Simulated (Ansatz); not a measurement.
## BaCoS2: computed property card

BaCoS₂:
```cif
data_Ba2Co2S4
_chemical_formula_sum 'Ba2 Co2 S4'
_space_group_name_H-M_alt 'P 1'
_space_group_IT_number 1
_cell_length_a 4.29250
_cell_length_b 4.29250
_cell_length_c 8.73429
_cell_angle_alpha 90.000
_cell_angle_beta 90.000
_cell_angle_gamma 90.000
loop_
_space_group_symop_operation_xyz
  'x, y, z'
loop_
_atom_site_label
_atom_site_type_symbol
_atom_site_fract_x
_atom_site_fract_y
_atom_site_fract_z
_atom_site_occupancy
Ba1 Ba 0.50000 0.00000 0.70197 1
Ba2 Ba 0.00000 0.50000 0.29803 1
Co1 Co 0.50000 0.00000 0.08816 1
Co2 Co 0.00000 0.50000 0.91184 1
S1 S 0.50000 0.00000 0.34274 1
S2 S 0.00000 0.50000 0.65726 1
S3 S 0.00000 0.00000 0.00000 1
S4 S 0.50000 0.50000 0.00000 1
```
The run is spin-polarised; directions of the spins, atom by atom: 0 0 0 0 0 0 0 0.

Space group P4/nmm (No. 129); conventional cell a = b = 4.2925 Å, c = 8.7343 Å, α = β = γ = 90.00°.

Method: plane-wave PAW PBEsol (Ansatz code). Structure relaxed to zero pressure with the same functional. Other levels are named where they apply.

### Cell and energy

| Quantity | Value |
|---|---|
| Volume per atom | 20.12 Å³ |
| Density | 5.37 g/cm³ |
| Formation energy from the elements (no fitted shifts) | -1.24 eV/atom |

### Electronic structure

| Property | Value |
|---|---|
| Electronic character | metallic (no gap) |
| Density of states at the Fermi level | 0.65 states/eV per atom (mean over ±0.08 eV) |

### Magnetism

| Quantity | Result |
|---|---|
| Magnetic order | ferromagnetic |
| Net moment | 0.08 μB per atom |

### Mechanics

| Property | Value |
|---|---|
| Bulk modulus (Birch–Murnaghan fit) | 68.1 GPa |
| Pressure derivative B′ | 6.1 |

### Charges

| Property | Value |
|---|---|
| Bader charges | Ba +1.35, Co +0.46, S -1.12 to -0.69 e |

The workflow started from an entry of the Crystallography Open Database (COD), which files this formula under 2 space groups. Whether it is the stable phase at ambient conditions was not checked. The cell was relaxed with PBEsol under the symmetry of its start; whether a distortion lowers the energy is not shown. The final state is ferromagnetic, the only order run, not a proven ground state. No Hubbard U is applied. The compound may be a true metal, but semilocal functionals without U, or a wrong spin order, can also close a gap. Point labels and valley counts follow the cell and symmetry of the run, lower than the named group. The references are the lowest solids computed at this level, not always the standard phases. Scalar-relativistic: spin–orbit coupling is off unless named, which matters more the heavier the elements.

Potentials: the later of the program's two PAW sets.
